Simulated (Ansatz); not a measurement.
Here is the system:

NbCuN2:
```cif
data_Cu3N6Nb3
_chemical_formula_sum 'Nb3 Cu3 N6'
_space_group_name_H-M_alt 'R-3m :H'
_space_group_IT_number 166
_space_group_name_Hall '-R 3 2"'
_cell_length_a 3.12136
_cell_length_b 3.12136
_cell_length_c 17.30010
_cell_angle_alpha 90.000
_cell_angle_beta 90.000
_cell_angle_gamma 120.000
loop_
_atom_site_label
_atom_site_type_symbol
_atom_site_symmetry_multiplicity
_atom_site_Wyckoff_symbol
_atom_site_fract_x
_atom_site_fract_y
_atom_site_fract_z
_atom_site_occupancy
Nb1 Nb 3 b 0.00000 0.00000 0.50000 1
Cu1 Cu 3 a 0.00000 0.00000 0.00000 1
N1 N 6 c 0.00000 0.00000 0.10530 1
```
(The calculation used a cell of 4 atoms; values per cell refer to that cell.)

This is the PBEsol-relaxed structure.

### Question
All from PBEsol in the plane-wave PAW code Ansatz, unless another level is named. Give the static dielectric constant ε0 (ions relaxed, cell fixed).

### Answer
250 (xx = yy), 25.2 (zz).

### Question
And the electronic dielectric constant ε∞ (DFPT)?

### Answer
22.0 (xx = yy), 17.3 (zz).

### Question
Give the Born charges (a third of the trace).

### Answer
Nb +8.09, Cu +0.24, N -4.16 e.

The start of the workflow was typed in or built on a structure type; neither database checked (COD, Materials Project) lists it. Its standing as an ambient phase is unchecked. The PBEsol relaxation kept the symmetry of its start; whether a distortion lowers the energy is not shown. The workflow began spin-polarised and lost its moments. Spin–orbit coupling is left out wherever it is not named.

Potentials: the earlier of the program's two PAW sets. The files were generated under PBE; for other functionals the program regenerates the frozen cores, and for LDA and PBEsol the local potential too.
